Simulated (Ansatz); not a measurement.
One starting cell of TePb (a generated cell, TePb placed in the tenorite structure type) was relaxed twice with Ansatz (plane waves, PAW, scalar-relativistic): with r2SCAN at 500 eV and with PBE at 420 eV. The r2SCAN result:

```
CELL_PARAMETERS angstrom
      0.00000     3.26752     3.26752
      3.26752     0.00000     3.26752
      3.26752     3.26752     0.00000
ATOMIC_POSITIONS crystal
  Pb 0.50000 0.50000 0.50000
  Te 0.00000 0.00000 0.00000
```

```json
[
 {"quantity": "space group", "r2SCAN": "Fm-3m", "PBE": "Fm-3m"},
 {"quantity": "volume (Å³/atom)", "r2SCAN": "34.89", "PBE": "35.43"},
 {"quantity": "a (Å)", "r2SCAN": "6.535", "PBE": "6.569"},
 {"quantity": "gap (eV, no spin-orbit coupling)", "r2SCAN": "1.10", "PBE": "0.83"}
]
```

Both levels end in the same structure; PBE's volume is 1.6 % larger; its gap is 0.27 eV smaller. Neither column is exact.

No spin polarisation in the result. Without spin-orbit coupling the bands of the heavy element are not split, so the gap can be far off.

Measured for TePb: gap 0.19 eV (0 K or low temperature; as listed in arXiv:2302.06325). Computed minus measured — gap: r2SCAN +0.91 eV, PBE +0.64 eV. The computed values are for a static lattice, and a measured gap can be an optical one, lowered by exciton binding.

The run could not lose the symmetry of its start.

Ansatz is a first-principles code.
